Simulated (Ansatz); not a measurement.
GeMo$_{3}$:
```yaml
crystal:
  lattice:
    - [4.90617, 0.00000, 0.00000]
    - [0.00000, 4.90617, 0.00000]
    - [0.00000, 0.00000, 4.90617]
  atoms:
    - { symbol: Ge, position: [0.00000, 0.00000, 0.00000] }
    - { symbol: Ge, position: [0.50000, 0.50000, 0.50000] }
    - { symbol: Mo, position: [0.25000, 0.00000, 0.50000] }
    - { symbol: Mo, position: [0.75000, 0.00000, 0.50000] }
    - { symbol: Mo, position: [0.50000, 0.75000, 0.00000] }
    - { symbol: Mo, position: [0.50000, 0.25000, 0.00000] }
    - { symbol: Mo, position: [0.00000, 0.50000, 0.75000] }
    - { symbol: Mo, position: [0.00000, 0.50000, 0.25000] }
```

Relaxed with PBEsol.

### Question
Map the electron localisation function on the plane through (0.000, 0.000, 0.000) spanned by u = [1, 0, 0] and v = [0, 1, 0] in lattice vectors, from PBEsol (plane waves, PAW; program Ansatz).

### Answer
x is the fraction of u, y of v (the angle between them is 90°; rows are the nearest grid lines); atoms in the plane: Ge at (0.00, 0.00), Mo at (0.50, 0.75), Mo at (0.50, 0.25).
```
|90135566554444445566553109|
|01135665444455444456653110|
|11245654334677643345654211|
|33455643347999974334655433|
|55556542369999996324565555|
|56666533589977998533566665|
|66666533599855899533566666|
|55556543479988997434565555|
|55555653358999985335655555|
|44455654335788753345655444|
|44445665434566543456654444|
|44445666544444444566654444|
|44445666544444444566654444|
|44445665434566543456654444|
|44455654335788753345655444|
|55555653358999985335655555|
|55556543479988997434565555|
|66666533599855899533566666|
|56666533589977998533566665|
|55556542369999996324565555|
|33455643347999974334655433|
|11245654334677643345654211|
|01135665444455444456653110|
|90135566554444445566553109|
```
Scale: ten equal steps from -0.083 (start of '0') to 0.746 (end of '9'), in the order '0123456789'; x runs from 0.000 to 1.00, y from 0.000 (bottom) to 1.00 (top).

The density is the valence pseudo-density with augmentation charge, so density and ELF within about 1 Å of a nucleus are not all-electron values.

Space group Pm-3n (A15 (Cr3Si type)). The first step of the workflow began from a Materials Project structure, measured or hypothetical; the Crystallography Open Database copy checked does not list it. Its standing as an ambient phase is unchecked. The cell was relaxed with PBEsol under the symmetry of its start; its stability against distortions is not shown here. No spin polarisation was allowed.

Potentials: the later of the program's two PAW sets.
